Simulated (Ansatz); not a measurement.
HfC (rock salt, space group No. 225) under volume change, plane-wave PAW PBE (Ansatz code), scaled uniformly.

```
V (Å³/atom)  E − E(relaxed) (meV/atom)  P (GPa)
-----------  -------------------------  -------
11.446                            86.6    26.49
11.823                            36.5    16.30
12.201                             8.7     7.54
12.578                             0.0     0.00
12.955                             7.8    -6.50
13.333                            29.9   -12.11
13.710                            64.3   -16.96
```

Task: What does a third-order Birch–Murnaghan fit give for V₀, B₀ and B′?

Result: V₀ = 12.58 Å³/atom, B₀ = 233 GPa, B′ = 3.9.

Space group Fm-3m (rock salt). The cell was relaxed with PBE under the symmetry of its start. No spin polarisation was allowed. Spin–orbit coupling is left out wherever it is not named.

Potentials: the later of the program's two PAW sets.
